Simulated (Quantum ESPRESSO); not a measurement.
## Calculated data, MgAl₂GeP₄ (made-up cell)

Calculation on a made-up crystal cell, not a measurement, rerun at a higher cutoff and a denser mesh: periodic Kohn-Sham density functional theory in plane waves with PseudoDojo standard norm-conserving scalar-relativistic pseudopotentials, each functional with its own files (v0.5 for PBE, v0.4.1 for LDA and PBEsol), no spin polarisation, no spin-orbit coupling, atoms not relaxed, stress positive in tension, energies less a fixed whole-eV offset for each atom's element; levels are Kohn-Sham levels at fractions of this cell's reciprocal vectors, counted from the reference band (half the neutral cell's valence electrons, rounded up) at Gamma; error bars give the change to or from the runs named with them, not the error of the files; each bar is the largest change over components, and at least 0.002 eV, 0.002 eV per angstrom or 0.02 GPa; energies are for the whole cell, and the offsets were chosen from early runs and are not element reference energies. Program: Quantum ESPRESSO 7.5.

```cif
# cell vector a (Å): 5.3677 -0.0161 -0.0482
# cell vector b (Å): -0.0161 5.3049 0.0561
# cell vector c (Å): -0.0482 0.0561 5.4827
data_MgAl2GeP4
_symmetry_space_group_name_H-M 'P 1'
_symmetry_Int_Tables_number 1
_cell_length_a 5.3679
_cell_length_b 5.3052
_cell_length_c 5.4832
_cell_angle_alpha 88.806
_cell_angle_beta 91.020
_cell_angle_gamma 90.351
_cell_volume 156.09
loop_
_atom_site_label
_atom_site_type_symbol
_atom_site_fract_x
_atom_site_fract_y
_atom_site_fract_z
_atom_site_occupancy
Ge1 Ge 0.01561 0.01307 0.96816 1
Mg1 Mg 0.99174 0.49189 0.52137 1
Al1 Al 0.50540 0.99717 0.51803 1
Al2 Al 0.49857 0.51082 0.01940 1
P1 P 0.23820 0.27559 0.21867 1
P2 P 0.25818 0.73609 0.74240 1
P3 P 0.76321 0.25205 0.76647 1
P4 P 0.72998 0.76547 0.24458 1
_calc_lattice_type 'zincblende/diamond'
_calc_functional 'pbe'
_calc_cutoff 1437  # eV
_calc_fermi_dirac_smearing 0.025  # eV
_calc_scf_tolerance 1e-07  # eV
_calc_electrons_removed 0
_calc_k_mesh '6 x 6 x 6, shifted by half a step'
_calc_free_energy_less_offsets 2.511  # eV
_calc_scf_iterations 10
_calc_smearing_term_minus_ts 0  # eV
_calc_pressure 11.64  # GPa
_calc_stress_xx -11.79  # GPa
_calc_stress_yy -12.24  # GPa
_calc_stress_zz -10.87  # GPa
_calc_stress_yz 2.849  # GPa
_calc_stress_xz -1.232  # GPa
_calc_stress_xy -4.332  # GPa
_calc_error_bar_energy 0.005811  # eV
_calc_error_bar_stress 0.02  # GPa
_calc_error_bar_force 0.003404  # eV/angstrom
_calc_error_bars_from 'change from the looser run of this cell'
```

Atoms:
```tsv
atoms element	atom site	atom energy offset (eV)
Ge	1	-2430
Mg	2	-1617
Al	3	-64
Al	4	-64
P	5	-189
P	6	-189
P	7	-189
P	8	-189
```

Forces:
```tsv
site	x (eV/Å)	y (eV/Å)	z (eV/Å)
1	0.5712	-1.893	1.98
2	0.06064	0.6212	-2.529
3	-0.1816	1.146	-1.226
4	1.064	-0.1151	-1.398
5	-0.2595	-1.829	2.038
6	0.3336	1.162	0.7494
7	-3.151	0.09731	0.02786
8	1.564	0.8114	0.3581
```
